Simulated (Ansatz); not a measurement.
BAs:
```
CELL_PARAMETERS angstrom
      0.00000     2.39123     2.39123
      2.39123     0.00000     2.39123
      2.39123     2.39123     0.00000
ATOMIC_POSITIONS crystal
  B  0.75000 0.75000 0.75000
  As 0.00000 0.00000 0.00000
```

Relaxed with r²SCAN.

Task: Give the Bader charges and basin volumes of the independent atoms, the program Ansatz at the r²SCAN level (PAW).

Result: 

```
atom  Bader charge (e)  Bader volume (Å³)
----  ----------------  -----------------
B1               +0.21                8.7
As2              -0.21               18.6
```

Space group F-43m (zinc blende). Symmetry was held in the r²SCAN relaxation.

Potentials: the earlier of the program's two PAW sets. The files were generated under PBE; for other functionals the program regenerates the frozen cores, and for LDA and PBEsol the local potential too.
